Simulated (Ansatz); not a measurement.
W:
```cif
data_W24
_chemical_formula_sum 'W24'
_space_group_name_H-M_alt 'Fd-3m :1'
_space_group_IT_number 227
_space_group_name_Hall 'F 4d 2 3 -1d'
_cell_length_a 7.38809
_cell_length_b 7.38809
_cell_length_c 7.38809
_cell_angle_alpha 90.000
_cell_angle_beta 90.000
_cell_angle_gamma 90.000
loop_
_atom_site_label
_atom_site_type_symbol
_atom_site_symmetry_multiplicity
_atom_site_Wyckoff_symbol
_atom_site_fract_x
_atom_site_fract_y
_atom_site_fract_z
_atom_site_occupancy
W1 W 8 a 0.00000 0.00000 0.00000 1
W2 W 16 d 0.62500 0.62500 0.62500 1
```
(The calculation used a cell of 6 atoms; values per cell refer to that cell.)

Relaxed with PBE.

### Question
Which orbitals make up the states near the Fermi level in PBE (plane waves, PAW; program Ansatz)?

### Answer
Within 0.5 eV of the Fermi level: W 5d 93 %. Projections are on Löwdin-orthogonalised atomic valence shells; empty p or d shells of many metals are not among them.

### Question
Tabulate the density of states.

### Answer
States/eV per cell of 6 atoms, in 0.25 eV bins, energy from the Fermi level.

| E (eV) | total | W 5d | W 6s | W 5p |
|---|---|---|---|---|
| -7.85 | 0.47 | 0.03 | 0.41 | 0.01 |
| -7.60 | 0.55 | 0.04 | 0.47 | 0.01 |
| -7.35 | 0.65 | 0.07 | 0.54 | 0.02 |
| -7.10 | 0.81 | 0.11 | 0.64 | 0.02 |
| -6.85 | 1.02 | 0.21 | 0.75 | 0.03 |
| -6.60 | 1.18 | 0.40 | 0.72 | 0.03 |
| -6.35 | 1.33 | 0.59 | 0.68 | 0.03 |
| -6.10 | 1.97 | 1.03 | 0.87 | 0.04 |
| -5.85 | 2.56 | 1.33 | 1.14 | 0.05 |
| -5.60 | 2.80 | 1.48 | 1.23 | 0.05 |
| -5.35 | 4.18 | 2.69 | 1.39 | 0.05 |
| -5.10 | 5.49 | 4.05 | 1.33 | 0.05 |
| -4.85 | 6.76 | 5.24 | 1.37 | 0.09 |
| -4.60 | 3.59 | 2.98 | 0.53 | 0.04 |
| -4.35 | 3.48 | 2.97 | 0.44 | 0.05 |
| -4.10 | 4.02 | 3.48 | 0.44 | 0.06 |
| -3.85 | 4.54 | 4.06 | 0.37 | 0.07 |
| -3.60 | 3.50 | 3.18 | 0.24 | 0.05 |
| -3.35 | 5.80 | 5.34 | 0.34 | 0.06 |
| -3.10 | 9.02 | 8.29 | 0.56 | 0.08 |
| -2.85 | 7.10 | 6.62 | 0.36 | 0.06 |
| -2.60 | 9.72 | 8.96 | 0.55 | 0.10 |
| -2.35 | 9.40 | 8.75 | 0.39 | 0.11 |
| -2.10 | 11.37 | 10.28 | 0.61 | 0.15 |
| -1.85 | 10.03 | 8.61 | 0.79 | 0.15 |
| -1.60 | 8.05 | 6.67 | 0.62 | 0.12 |
| -1.35 | 3.21 | 2.61 | 0.25 | 0.05 |
| -1.10 | 1.74 | 1.51 | 0.12 | 0.03 |
| -0.85 | 2.27 | 2.05 | 0.12 | 0.03 |
| -0.60 | 2.76 | 2.50 | 0.14 | 0.03 |
| -0.35 | 3.94 | 3.60 | 0.17 | 0.03 |
| -0.10 | 10.95 | 10.27 | 0.34 | 0.04 |
| 0.15 | 5.37 | 4.96 | 0.23 | 0.03 |
| 0.40 | 6.60 | 6.20 | 0.20 | 0.02 |
| 0.65 | 4.30 | 4.02 | 0.14 | 0.02 |
| 0.90 | 3.01 | 2.81 | 0.11 | 0.02 |
| 1.15 | 2.37 | 2.20 | 0.08 | 0.01 |
| 1.40 | 1.99 | 1.85 | 0.07 | 0.01 |
| 1.65 | 4.46 | 4.17 | 0.14 | 0.01 |
| 1.90 | 5.23 | 4.85 | 0.19 | 0.01 |
| 2.15 | 5.80 | 5.47 | 0.14 | 0.01 |
| 2.40 | 8.84 | 8.42 | 0.18 | 0.01 |
| 2.65 | 7.28 | 6.89 | 0.18 | 0.01 |
| 2.90 | 7.01 | 6.54 | 0.21 | 0.01 |

The start of the workflow was typed in or built on a structure type; neither database checked (COD, Materials Project) lists it. It is not the phase usual at ambient conditions (space group No. 229). The PBE relaxation kept the symmetry of its start; whether a distortion lowers the energy is not shown. No spin polarisation was allowed. Scalar-relativistic: spin–orbit coupling is off unless named, which matters more the heavier the elements.

Potentials: the later of the program's two PAW sets.
